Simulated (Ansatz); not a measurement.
Data:

SiW$_{2}$:
```cif
data_Si2W4
_chemical_formula_sum 'W4 Si2'
_space_group_name_H-M_alt 'P4/nmm :1'
_space_group_IT_number 129
_space_group_name_Hall 'P 4ab 2ab -1ab'
_cell_length_a 3.69287
_cell_length_b 3.69287
_cell_length_c 6.75582
_cell_angle_alpha 90.000
_cell_angle_beta 90.000
_cell_angle_gamma 90.000
loop_
_space_group_symop_operation_xyz
  'x, y, z'
  '-y+1/2, x+1/2, z'
  '-x, -y, z'
  'y+1/2, -x+1/2, z'
  'x+1/2, -y+1/2, -z'
  '-y, -x, -z'
  '-x+1/2, y+1/2, -z'
  'y, x, -z'
  '-x+1/2, -y+1/2, -z'
  'y, -x, -z'
  'x+1/2, y+1/2, -z'
  '-y, x, -z'
  '-x, y, z'
  'y+1/2, x+1/2, z'
  'x, -y, z'
  '-y+1/2, -x+1/2, z'
loop_
_atom_site_label
_atom_site_type_symbol
_atom_site_symmetry_multiplicity
_atom_site_Wyckoff_symbol
_atom_site_fract_x
_atom_site_fract_y
_atom_site_fract_z
_atom_site_occupancy
W1 W 2 a 0.00000 0.00000 0.00000 1
W2 W 2 c 0.50000 0.00000 0.34098 1
Si1 Si 2 c 0.00000 0.50000 0.28568 1
```

This is the PBE-relaxed structure.

Problem. All from the program Ansatz at the PBE level (PAW), unless another level is named. Estimate the electronic character.

Solution. metallic (no gap).

Problem. Give the density of states at the Fermi level.

Solution. 0.60 states/eV per atom (mean over ±0.08 eV).

Problem. What about the formation energy from the elements (no fitted shifts)?

Solution. 0.098 eV/atom.

The cell is a constructed one: a structure type filled with these elements; neither database checked (COD, Materials Project) lists it. Whether it is the stable phase at ambient conditions was not checked. The PBE relaxation kept the symmetry of its start; whether a distortion lowers the energy is not shown. The run is not spin-polarised. The references are the lowest solids computed at this level, not always the standard phases. Spin–orbit coupling is left out wherever it is not named.

Potentials: the later of the program's two PAW sets.
